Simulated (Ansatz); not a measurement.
Values for one crystal, relaxed and computed with LDA in the plane-wave PAW code Ansatz; other levels are named.

| Property | Value |
|---|---|
| Volume per atom | 22.45 Å³ |
| Electronic character | metallic (no gap) |
| Elastic constants (relaxed ions, GPa) | C11 = 52.2, C12 = 40.7, C44 = 19.0 |
| Pressure derivative B′ | 4.1 |
| Young's modulus | 32.6 GPa |
| Highest zone-centre frequency | 394 cm^-1 |
| Bulk modulus (Birch–Murnaghan fit) | 45.1 GPa |

Problem. Which compound is it?
A) Mg2Sn, cubic Laves (MgCu2 type)
B) SnPd3, Cu3Au type
C) ZrIr2, cubic Laves (MgCu2 type)
D) TaAl3, I4/mmm (Ta on 2a, Al on 2b, Al on 4d)

Solution. A, Mg2Sn, cubic Laves (MgCu2 type)

Space group Fd-3m (cubic Laves (MgCu2 type)). The workflow started from an entry of the Crystallography Open Database (COD), which files this formula under 2 space groups. Whether it is the stable phase at ambient conditions was not checked. The cell was relaxed with LDA under the symmetry of its start. At this level the phase is dynamically unstable (imaginary phonons). The volume moved by 74 % from the start of the relaxation. As this level gives no gap, shear constants depend on the k-mesh and smearing (Fermi–Dirac, 0.1 eV here). As this level gives no gap, phonon frequencies hold no LO–TO term and depend on the k-mesh and smearing (Fermi–Dirac, 0.1 eV here). Spin–orbit coupling is left out wherever it is not named.

Potentials: the later of the program's two PAW sets.
